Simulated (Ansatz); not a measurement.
Cu:
Space group Fm-3m (No. 225); a = 3.579 Å, b = 3.579 Å, c = 3.579 Å, α = 90.00°, β = 90.00°, γ = 90.00°

```json
[
 {"atom": "Cu", "site": "4a", "symmetry": "m-3m", "x": "0.0000", "y": "0.0000", "z": "0.0000"}
]
```
(The calculation used a cell of 1 atom; values per cell refer to that cell.)

Relaxed with r²SCAN.

Which orbitals make up the states near the Fermi level in r²SCAN in the plane-wave PAW code Ansatz?

Within 0.5 eV of the Fermi level: Cu 4s 42 %, Cu 3d 34 %, outside the projected shells 23 %. Projections are on Löwdin-orthogonalised atomic valence shells; empty p or d shells of many metals are not among them.

Tabulate the density of states.

States/eV per cell of 1 atom, in 0.25 eV bins, energy from the Fermi level.

```
E (eV)  total  Cu 3d  Cu 4s
------  -----  -----  -----
-7.85    0.12   0.01   0.10
-7.60    0.13   0.01   0.11
-7.35    0.14   0.01   0.12
-7.10    0.16   0.02   0.13
-6.85    0.17   0.03   0.14
-6.60    0.19   0.04   0.15
-6.35    0.22   0.05   0.16
-6.10    0.26   0.08   0.17
-5.85    0.32   0.13   0.18
-5.60    0.45   0.24   0.20
-5.35    0.80   0.57   0.23
-5.10    1.12   0.90   0.20
-4.85    1.23   1.06   0.15
-4.60    1.89   1.78   0.10
-4.35    2.10   2.04   0.04
-4.10    1.98   1.94   0.01
-3.85    2.01   1.94   0.03
-3.60    2.80   2.68   0.07
-3.35    3.34   3.18   0.10
-3.10    3.85   3.72   0.08
-2.85    2.68   2.58   0.06
-2.60    2.97   2.88   0.05
-2.35    3.30   3.23   0.04
-2.10    2.94   2.88   0.04
-1.85    4.58   4.52   0.05
-1.60    1.72   1.64   0.07
-1.35    0.38   0.27   0.09
-1.10    0.35   0.22   0.11
-0.85    0.33   0.18   0.12
-0.60    0.31   0.15   0.12
-0.35    0.30   0.12   0.12
-0.10    0.29   0.10   0.12
0.15     0.28   0.09   0.12
0.40     0.27   0.07   0.12
0.65     0.26   0.06   0.12
0.90     0.26   0.05   0.11
1.15     0.25   0.05   0.10
1.40     0.25   0.04   0.10
1.65     0.25   0.03   0.09
1.90     0.24   0.03   0.08
2.15     0.22   0.02   0.07
2.40     0.21   0.02   0.07
2.65     0.20   0.02   0.06
2.90     0.19   0.02   0.05
3.15     0.17   0.01   0.04
3.40     0.16   0.01   0.04
3.65     0.15   0.01   0.03
3.90     0.13   0.01   0.02
4.15     0.17   0.01   0.06
4.40     0.26   0.02   0.13
4.65     0.27   0.02   0.14
```

The cell was relaxed with r²SCAN under the symmetry of its start. The run is not spin-polarised.

Potentials: the earlier of the program's two PAW sets.
